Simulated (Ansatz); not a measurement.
PbSe:
```cif
data_PbSe
_chemical_formula_sum 'Pb1 Se1'
_space_group_name_H-M_alt 'P 1'
_space_group_IT_number 1
_cell_length_a 4.18934
_cell_length_b 4.18934
_cell_length_c 3.92102
_cell_angle_alpha 90.000
_cell_angle_beta 90.000
_cell_angle_gamma 120.000
loop_
_space_group_symop_operation_xyz
  'x, y, z'
loop_
_atom_site_label
_atom_site_type_symbol
_atom_site_fract_x
_atom_site_fract_y
_atom_site_fract_z
_atom_site_occupancy
Pb1 Pb 0.00000 0.00000 0.00000 1
Se1 Se 0.66667 0.33333 0.50000 1
```

This is the r²SCAN-relaxed structure.

Question: All from DFT-r²SCAN in the program Ansatz with PAW potentials, unless another level is named. Predict the electronic character.

Answer: metallic (no gap).

Question: What about the density of states at the Fermi level?

Answer: 0.07 states/eV per atom (mean over ±0.08 eV).

Question: Predict the formation energy from the elements (no fitted shifts).

Answer: -0.54 eV/atom.

Space group P-6m2. A made-up cell: these elements were put on the sites of a structure type; neither database checked (COD, Materials Project) lists it. It is not the phase usual at ambient conditions (space group No. 225). The r²SCAN relaxation kept the symmetry of its start; its stability against distortions is not shown here. The references are the lowest solids computed at this level, not always the standard phases. Spin–orbit coupling is left out wherever it is not named.

Potentials: the later of the program's two PAW sets.
